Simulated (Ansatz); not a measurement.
A trial cell of Ga4As3P, before relaxation:

```
Ga P As
1.0
     5.49411    0.00000    0.00000
     0.00000    5.49411    0.00000
     0.00000    0.00000    5.49411
Ga P As
4 1 3
Direct
  0.25000 0.75000 0.25000
  0.25000 0.25000 0.75000
  0.75000 0.75000 0.75000
  0.75000 0.25000 0.25000
  0.00000 0.00000 0.00000
  0.00000 0.50000 0.50000
  0.50000 0.50000 0.00000
  0.50000 0.00000 0.50000
```

Level of theory: DFT PBE, scalar-relativistic, plane waves, PAW (Ansatz). Cutoff 420 eV, Gaussian smearing, Γ-centred meshes. Cell and atoms relax first on a coarse mesh and then on a converged one. In between, the cell is made exact in the group found at 0.06 Å. The steps can't lower the symmetry of their start. No spin polarisation.

A guess keeps its type if space group and coordination stay and the shape of the cell changes little (axis ratios within about 15 %, angles within 6°); the volume may change.

Q: Does it keep its structure type, or change into something else?

A: It keeps its type. The symmetry stays P-43m (No. 215). The volume per atom grows by 10.7 %, from 20.7 to 22.9 Å³. The shortest distance goes from 2.38 Å (Ga–As and Ga–P) to 2.41 Å (Ga–P). Counting neighbours within 15 % of an atom's shortest distance, the start has As 4, Ga 4, P 4 and the end As 4, Ga 4, P 4.

The last run used a 6×6×6 mesh for its 8-atom cell and Gaussian smearing of 0.02 eV. A structure relaxed within its symmetry needn't be a true minimum.
